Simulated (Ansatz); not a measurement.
Method: Ansatz 0.2.0, DFT PBE, scalar-relativistic, plane waves, PAW. All cells share a 420 eV cutoff and Γ-centred k meshes spaced at most about 0.3 Å⁻¹ (about 0.25 or finer for metals, 2π included). No spin polarisation in the final relaxations.

All energies are static (0 K, no zero-point motion).

Two relaxed structures of CaHfO:

A.

```xyz
3
Lattice="3.5909 0.0000 0.0000 -1.7955 3.1098 0.0000 0.0000 0.0000 6.3741" Properties=species:S:1:pos:R:3 pbc="T T T"
Ca    0.0000    0.0000    3.1870
Hf    1.7955    1.0366    0.0000
O     0.0000    2.0732    3.1870
```

B.

```xyz
6
Lattice="3.7046 0.0000 0.0000 0.0000 3.7046 0.0000 0.0000 0.0000 9.0727" Properties=species:S:1:pos:R:3 pbc="T T T"
Ca    1.8523    0.0000    3.3903
Ca    0.0000    1.8523    5.6823
Hf    0.0000    0.0000    0.0000
Hf    1.8523    1.8523    0.0000
O     1.8523    0.0000    5.6213
O     0.0000    1.8523    3.4514
```

Question: Which would you expect to be lower, and how large is the difference?

Answer: B is lower, by 0.33 eV/atom. A has space group P-6m2 (No. 187), 23.7 Å³/atom and no gap on its mesh; B has space group P4/nmm (No. 129), 20.8 Å³/atom and no gap. Counting O atoms around Ca and Hf (those within 1.25 times the shortest such distance or 1.15 times the sum of covalent radii; a plus sign parts nearer from farther groups; the shortest distance is added where it exceeds 1.18 times the sum of covalent radii), A has Ca 3, Hf 6 from 3.8 Å and B has Ca 1+4, Hf 4 from 3.9 Å. The denser one is the lower, and pressure would at first widen the difference. In A, Ca has 3 O at 2.07 Å, 6 Ca at 3.59 Å and 6 Hf at 3.80 Å; around Hf lie 6 Hf at 3.59 Å, 6 Ca at 3.80 Å and 6 O at 3.80 Å; O has 3 Ca at 2.07 Å, 6 O at 3.59 Å and 6 Hf at 3.80 Å. In B, around Ca lie 1 O at 2.23 Å, 4 O at 2.62 Å, 4 Ca at 3.48 Å and 4 Ca at 3.70 Å; Hf has 4 Hf at 2.62 Å and 4 Hf at 3.70 Å; around O lie 1 Ca at 2.23 Å and 4 Ca at 2.62 Å. Both come from invented guesses. A third cell relaxed alike, in P4/mmm, lies 0.70 eV/atom below the lower of the two.

These runs have no spin–orbit coupling, which can matter for Hf. Cells relaxed within their symmetry can be saddle points.
